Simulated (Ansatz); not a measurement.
A trial structure of Na2VRhC6N6 was built thus: cyanide-bridged rock-salt net of two metals, 2 guest cations a cell (Fm-3m, No. 225). Its size is a rough estimate.

```
Na V Rh C N
1.0
     0.00000    5.09450    5.09450
     5.09450    0.00000    5.09450
     5.09450    5.09450    0.00000
Na V Rh C N
2 1 1 6 6
Direct
  0.25000 0.25000 0.25000
  0.75000 0.75000 0.75000
  0.00000 0.00000 0.00000
  0.50000 0.50000 0.50000
  0.81186 0.18814 0.18814
  0.18814 0.81186 0.18814
  0.18814 0.18814 0.81186
  0.18814 0.81186 0.81186
  0.81186 0.18814 0.81186
  0.81186 0.81186 0.18814
  0.69703 0.30297 0.30297
  0.30297 0.69703 0.30297
  0.30297 0.30297 0.69703
  0.30297 0.69703 0.69703
  0.69703 0.30297 0.69703
  0.69703 0.69703 0.30297
```

Computed with DFT PBE, scalar-relativistic, plane waves, PAW in Ansatz. Cutoff 420 eV, Gaussian smearing, Γ-centred meshes. Cell and atoms relax first on a coarse mesh and then on a finer one. In between, the cell is made exact in the group found at 0.06 Å. In metals the finer mesh still leaves noise of several meV/atom or more. The steps can't lower the symmetry of their start. Collinear spin, starting moments V 2.0; Rh 1.0 μB.

A guess keeps its type if space group and coordination stay and the shape of the cell changes little (axis ratios within about 15 %, angles within 6°); the volume may change.

Question: Does it keep its structure type, or change into something else?

Answer: It keeps its type. The symmetry stays Fm-3m (No. 225). The volume per atom grows by 6.8 %, from 16.5 to 17.6 Å³. The shortest distance goes from 1.17 Å (C–N) to 1.18 Å (C–N). Counting neighbours within 15 % of an atom's shortest distance, the start has C 1, N 1, Na 24, Rh 6, V 6 and the end C 1, N 1, Na 24, Rh 6, V 6.

The last run used collinear spin, a 6×6×6 mesh for its 16-atom cell and Gaussian smearing of 0.10 eV. Another magnetic order may lie lower. A structure relaxed within its symmetry needn't be a true minimum.
